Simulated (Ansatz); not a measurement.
**BaCu, first-principles data**

BaCu:
```yaml
crystal:
  lattice:
    - [4.46398, 0.00000, 0.00000]
    - [-2.23199, 3.86592, 0.00000]
    - [0.00000, 0.00000, 16.62694]
  atoms:
    - { symbol: Ba, position: [0.33333, 0.66667, 0.37383] }
    - { symbol: Ba, position: [0.66667, 0.33333, 0.62617] }
    - { symbol: Ba, position: [0.66667, 0.33333, 0.87383] }
    - { symbol: Ba, position: [0.33333, 0.66667, 0.12617] }
    - { symbol: Cu, position: [0.66667, 0.33333, 0.25000] }
    - { symbol: Cu, position: [0.33333, 0.66667, 0.75000] }
    - { symbol: Cu, position: [0.00000, 0.00000, 0.75000] }
    - { symbol: Cu, position: [0.00000, 0.00000, 0.25000] }
```

Space group P6_3/mmc (No. 194); conventional cell a = b = 4.464 Å, c = 16.627 Å, α = β = 90.00°, γ = 120.00°.

Method: r²SCAN in the plane-wave PAW code Ansatz. Geometry: relaxed at this level of theory. Other levels are named where they apply.

**Cell and energy**

* **Volume per atom**: 35.87 Å³
* **Density**: 4.65 g/cm³
* **Formation energy from the elements (no fitted shifts)**: -0.039 eV/atom

**Electronic structure**

- Electronic character = metallic (no gap)
- Density of states at the Fermi level = 0.39 states/eV per atom (mean over ±0.08 eV)

The first step of the workflow began from a Materials Project structure, measured or hypothetical; the Crystallography Open Database copy checked does not list it. Whether it is the stable phase at ambient conditions was not checked. The cell was relaxed with r²SCAN under the symmetry of its start; its stability against distortions is not shown here. The run is not spin-polarised. Axis ratios of metals converge slowly with the k-mesh, so a and c are less sure than the volume. The references are the lowest solids computed at this level, not always the standard phases. Spin–orbit coupling is left out wherever it is not named.

Potentials: the later of the program's two PAW sets.
